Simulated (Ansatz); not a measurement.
AgAu in space group R-3m (No. 166; Ag on 3a, Au on 3b), a = b = 2.8660 Å, c = 14.1575 Å, α = β = 90.00°, γ = 120.00°; the cell used has 2 atoms.

This is the PBEsol-relaxed structure.

Question: All from the program Ansatz at the PBEsol level (PAW), unless another level is named. Estimate the formation energy from the elements (no fitted shifts).

Answer: -0.046 eV/atom.

Question: Give the density of states at the Fermi level.

Answer: 0.28 states/eV per atom (mean over ±0.08 eV).

The workflow started from a Materials Project entry (that database holds measured and hypothetical structures alike); the Crystallography Open Database copy checked does not list it. With Ag and Au taken as one species the cell has the higher symmetry Fm-3m, so it may be an ordered model of a mixed-site phase. Whether it is the stable phase at ambient conditions was not checked. The PBEsol relaxation kept the symmetry of its start; whether a distortion lowers the energy is not shown. The run is not spin-polarised. Axis ratios of metals converge slowly with the k-mesh, so a and c are less sure than the volume. The references are the lowest solids computed at this level, not always the standard phases. Spin–orbit coupling is left out wherever it is not named.

Potentials: the later of the program's two PAW sets.
